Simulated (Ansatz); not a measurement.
The start is a relaxed Al cell, doubled along one cell vector, shaken by Gaussian noise of σ = 0.08 Å a coordinate. A full variable-cell relaxation at zero pressure is run with r2SCAN (plane waves to 500 eV, PAW, scalar-relativistic; Ansatz, a program for electronic structure). The first steps use a coarse 8×8×6 k-mesh.

Input geometry:
```
Al
1.0
    4.54491     0.00000     0.00000
   -2.27246     3.93601     0.00000
    0.00000     0.00000     5.51541
Al
6
Direct
  0.02337   0.00960   0.01494
  0.01567   0.97214   0.48199
  0.33883   0.65667   0.25633
  0.31012   0.67453   0.74125
  0.65504   0.33366   0.28145
  0.67566   0.34104   0.76178
```

```yaml
largest_initial_force: 1.23 eV/Å, on Al2 (atoms numbered as listed)
volume_change: -3.3 %, from 16.44 to 15.90 Å³/atom
band_gap_at_the_end: no gap (metallic)
optimiser_moves: 26
```

Final structure:

```cif
data_Al4
_chemical_formula_sum 'Al4'
_space_group_name_H-M_alt 'Fm-3m'
_space_group_IT_number 225
_space_group_name_Hall '-F 4 2 3'
_cell_length_a 3.99138
_cell_length_b 3.99138
_cell_length_c 3.99138
_cell_angle_alpha 90.000
_cell_angle_beta 90.000
_cell_angle_gamma 90.000
loop_
_atom_site_label
_atom_site_type_symbol
_atom_site_symmetry_multiplicity
_atom_site_Wyckoff_symbol
_atom_site_fract_x
_atom_site_fract_y
_atom_site_fract_z
_atom_site_occupancy
Al1 Al 4 a 0.00000 0.00000 0.00000 1
```
(The calculation used a cell of 1 atom; values per cell refer to that cell.)

Final values are on a 20×20×20 k-mesh of the relaxed cell. No spin polarisation in the result.

Of the parent cell (P6/mmm (No. 191)): it is a generated cell of Al: the first start was made by placing the elements on the sites of a structure type, and the end was not matched to a known phase here, so it may be hypothetical. Known forms of Al include space group No. 225.
